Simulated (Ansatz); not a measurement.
NbSiO:
```xyz
6
Lattice="3.2670 0.0000 0.0000 0.0000 3.2670 0.0000 0.0000 0.0000 6.8935" Properties=species:S:1:pos:R:3 pbc="T T T"
Nb     0.0000     1.6335     4.8327
Nb     1.6335     0.0000     2.0608
Si     0.0000     0.0000     0.0000
Si     1.6335     1.6335     0.0000
O      1.6335     0.0000     4.2028
O      0.0000     1.6335     2.6907
```

Relaxed with r²SCAN. Special points in fractions of this cell's reciprocal vectors: Γ (0.000, 0.000, 0.000); X (0.000, 0.500, 0.000); M (0.500, 0.500, 0.000); Z (0.000, 0.000, 0.500); R (0.000, 0.500, 0.500); A (0.500, 0.500, 0.500).

**Question.** List the band energies nearest the Fermi level at these points for DFT-r²SCAN in the program Ansatz with PAW potentials.

**Answer.** In eV from the Fermi level; about four levels below and three above (degenerate sets whole), none deeper than 8.9 eV; points with the same levels are listed once.

| k | below | above |
|---|---|---|
| Γ | -2.80 -0.95 -0.06 -0.06 | 0.81 1.10 1.48 |
| X | -1.40 -1.40 -0.66 -0.66 | 2.42 2.42 2.47 2.47 |
| M | -4.89 -4.89 -3.35 -3.35 | 1.37 1.37 2.13 2.13 |
| Z | -3.68 -3.63 -3.53 -3.53 | 0.11 0.14 0.14 |
| R | -1.08 -1.08 -0.27 -0.27 | 1.48 1.48 2.13 2.13 |
| A | -4.82 -4.82 -3.40 -3.40 | 0.15 0.15 2.09 2.09 |

Space group P4/nmm. The start of the workflow was typed in or built on a structure type; neither database checked (COD, Materials Project) lists it. Whether it is the stable phase at ambient conditions was not checked. The r²SCAN relaxation kept the symmetry of its start; whether a distortion lowers the energy is not shown. The workflow began spin-polarised and lost its moments. Scalar-relativistic: spin–orbit coupling is off unless named, which matters more the heavier the elements.

Potentials: the later of the program's two PAW sets.
